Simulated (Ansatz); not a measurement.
CaNiN (P4_2/mmc): electronic heat capacity and spin susceptibility from the density of states

All numbers below come from DFT PBEsol, scalar-relativistic, plane waves, PAW in Ansatz.

Settings: cutoff 420 eV, Γ-centred mesh 10×10×6 on the computed 6-atom cell, Gaussian smearing of 0.10 eV; no spin polarisation.

Relaxed cell: P4_2/mmc, a = 3.513 Å, b = 3.513 Å, c = 6.952 Å, α = 90.00°, β = 90.00°, γ = 90.00°, 6 atoms in the primitive cell. Whether it is the stable form of this composition wasn't checked.

The density of states at the Fermi level is 2.663 states/eV in the cell of 6 atoms (2 formula units; both spins, tetrahedra on a 15×15×9 mesh). Averaged over bins of 0.1 eV the density runs from 2.4 to 3.6 states/eV within 0.2 eV of the Fermi level, so the figure hangs on the exact place of that level.

Q: What Sommerfeld coefficient and Pauli susceptibility does this give?

A: Per formula unit N(E_F) = 1.332 states/eV. γ = (π²/3) k_B² N(E_F) N_A = 2.357 mJ/(mol K²) per state/eV, so γ = 3.1 mJ/(mol K²), a mole of formula units. χ_P = μ_B² N(E_F) N_A = 3.23×10⁻⁵ emu/mol per state/eV gives 4.3×10⁻⁵ emu/mol. This is the bare band result: a measured γ of the same phase is as a rule larger by a factor 1 + λ from phonons and spin fluctuations, the spin part of χ is larger by the Stoner factor, and a measured χ also holds orbital and core terms. N(E_F) at one energy is sensitive to the mesh where the density of states has sharp peaks.

A ferromagnetic start lost its moments in a first run, so spin was left out; other magnetic orders weren't tried.

Cost: 1 run of about 1.3 core-minutes, on Intel Xeon Platinum 8488C (Sapphire Rapids) (shared hosts).